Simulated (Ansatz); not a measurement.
Ir in space group P6_3/mmc (No. 194; Ir on 2d, Ir on 4f, Ir on 4e, Ir on 4f) under volume change, plane-wave PAW r²SCAN (Ansatz code), shape and atoms relaxed at each volume.

| V (Å³/atom) | E − E(relaxed) (meV/atom) | P (GPa) |
|---|---|---|
| 12.929 | ? | ? |
| 13.356 | 68.2 | 27.28 |
| 13.782 | 16.0 | 12.41 |
| 14.208 | 0.0 | 0.00 |
| 14.634 | 14.2 | -10.35 |
| 15.061 | 53.5 | -18.96 |
| 15.487 | ? | ? |

Question: Fill in the missing entries.

Answer: 
- 15.487, E − E(relaxed) (meV/atom): 113.8
- 15.487, P (GPa): -26.10
- 12.929, E − E(relaxed) (meV/atom): 163.8
- 12.929, P (GPa): 45.09

Question: What does a third-order Birch–Murnaghan fit give for V₀, B₀ and B′?

Answer: V₀ = 14.21 Å³/atom, B₀ = 377 GPa, B′ = 5.1.

The start of the workflow was typed in or built on a structure type; the Crystallography Open Database copy checked does not list it. It is not the phase usual at ambient conditions (space group No. 225). The cell was relaxed with r²SCAN under the symmetry of its start; its stability against distortions is not shown here. No spin polarisation was allowed. Spin–orbit coupling is left out wherever it is not named.

Potentials: the later of the program's two PAW sets.
